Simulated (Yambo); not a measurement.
BSE-type run in Yambo on BN (space group P6_3/mmc, No. 194), at zero momentum.

Quantum ESPRESSO step (PBEsol, PseudoDojo standard norm-conserving files, scalar-relativistic):
```
&CONTROL
  calculation = 'nscf'
  pseudo_dir = './pseudo'
  outdir = './out'
/
&SYSTEM
  ibrav = 0
  nat = 4
  ntyp = 2
  ecutwfc = 84.0
  ecutrho = 336.0
  occupations = 'fixed'
  force_symmorphic = .true.
  nbnd = 27
/
&ELECTRONS
  conv_thr = 4e-09
  diago_full_acc = .true.
  diago_thr_init = 1e-08
/
ATOMIC_SPECIES
B 10.8100 B.upf
N 14.0070 N.upf
CELL_PARAMETERS angstrom
  2.512429911000   0.000000000000   0.000000000000
 -1.256214956000   2.175828128000   0.000000000000
  0.000000000000   0.000000000000   7.707260000000
ATOMIC_POSITIONS crystal
B   0.333333333000   0.666666667000   0.250000000000
B   0.666666667000   0.333333333000   0.750000000000
N   0.333333333000   0.666666667000   0.750000000000
N   0.666666667000   0.333333333000   0.250000000000
K_POINTS automatic
9 9 2 0 0 0
```

Yambo input:
```
rim_cut
optics
bse
bss
dipoles
em1s
RandQpts= 1000000
RandGvec= 1 Ry
FFTGvecs= 40 Ry
Chimod= "HARTREE"
BSKmod= "SEX"
BSEmod= "resonant"
BSSmod= "hs"
BSENGexx= 15 Ry
BSENGBlk= 4 Ry
% KfnQP_E
 1.894 | 1.0 | 1.0 |
%
% BSEQptR
 1 | 1 |
%
% BSEBands
 5 | 10 |
%
% BEnRange
 0.0 | 12.1 | eV
%
% BDmRange
 0.15 | 0.15 | eV
%
BEnSteps= 242
% BLongDir
 1.0 | 0.0 | 0.0 |
%
BSHayTrs= -0.02
BSSNEig= 24
WRbsWF
% BndsRnXs
 1 | 22 |
%
NGsBlkXs= 4 Ry
% LongDrXs
 1.0 | 1.0 | 1.0 |
%
```

From the report:

The dimension is k points × valence × conduction bands = 162 × 4 × 2 = 1296.
```
   [SLEPC] Approach                          : Krylov-Schur
   [SLEPC] Number of requested eigenvalues   :  24
   [SLEPC] Number of eigenvalues        [NEV]:  24
    [K] Dimension                                    :  1296
    [K] Bands                                        :   5  10
    [K] Exchange res                                 : yes
    [K] Correlation res                              : yes
    [K] W interaction is bare                        : no
    [K] RL vectors exchange                          :  265
    [K] RL vectors correlation                       :   51
    [W] Matrix size                                  :   51
    [W] Bands                                        :   1  22
    [W] Coulomb Cutoff                               : none
    [W] Hxc Kernel                                   : HARTREE
```
Lowest eigenvalues (eV; in brackets the number of states within 2 meV): 5.47 (2), 5.48 (2), 6.00 (1), 6.00 (3), 6.05 (1), 6.06 (2). They depend on the mesh, which isn't converged, and on the G0W0 scissor.

Geometry of the Materials Project entry, not relaxed at this level.

The distance between layers or molecules is the database entry's, not relaxed here. Functionals without dispersion can leave it too large, which widens gaps and weakens the response across layers: the numbers belong to this cell.
